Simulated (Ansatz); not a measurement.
In8Si2Rh: reading a single point

```
CELL_PARAMETERS angstrom
4.42206 0.00000 0.00000
0.00000 4.42206 0.00000
0.00000 0.00000 11.60424
ATOMIC_POSITIONS crystal
Rh 0.00000 0.00000 0.00000
Si 0.00000 0.00000 0.30704
Si 0.00000 0.00000 0.69296
In 0.50000 0.00000 0.50000
In 0.00000 0.50000 0.50000
In 0.50000 0.00000 0.11944
In 0.00000 0.50000 0.11944
In 0.50000 0.00000 0.88056
In 0.00000 0.50000 0.88056
In 0.50000 0.50000 0.30563
In 0.50000 0.50000 0.69437
```

Single point in Ansatz 0.2.0 with r2SCAN, no spin polarisation. Cutoff 500 eV, PAW datasets, 8×8×3 Γ-centred k mesh, fermi-dirac filling (width 0.0294 eV).

**Question.** Which atom feels the largest force, and which way?

**Answer.** The largest is on In6 (and as large on other atoms): 1.58 eV/Å, components (0.00, 0.00, 1.58). It makes 122° with the line to a nearest neighbour, Rh1 at 2.61 Å.

**Question.** Metal or insulator?

**Answer.** It is a metal, with about 4.3 states/eV a cell as the mean within 0.25 eV of the Fermi level, mostly In p (39 %), Si p (24 %) and In s (21 %).

**Question.** What is the formation energy?

**Answer.** 0.23 eV an atom against the elements' usual phases (free molecules for gases, crystals otherwise, with no correction for O₂ or N₂), so at this geometry it isn't bound against them. Relaxing would lower it.

**Question.** Is the cell too large or too small?

**Answer.** The pressure is 9.6 GPa (compression positive), so with the atoms held at these fractions the cell would first expand; the forces are large, so a full relaxation may end otherwise. The principal stresses 8.2, 8.2, 12.4 GPa differ, so its shape would change too.

**Question.** Describe some of the short contacts.

**Answer.** Rh–In at 2.61 Å: least valence density 0.40 e/Å³ and ELF 0.27 there. In–In at 2.77 Å: least valence density 0.29 e/Å³ and ELF 0.30 there. Si–In at 3.10 Å: least valence density 0.17 e/Å³ and ELF 0.32 there. These are pseudo-fields; inside the PAW spheres they differ from the all-electron ones.

Origin: a known structure type with other elements, at an estimated volume, so it need not be a known compound. Caveats: atoms or cell far from equilibrium.
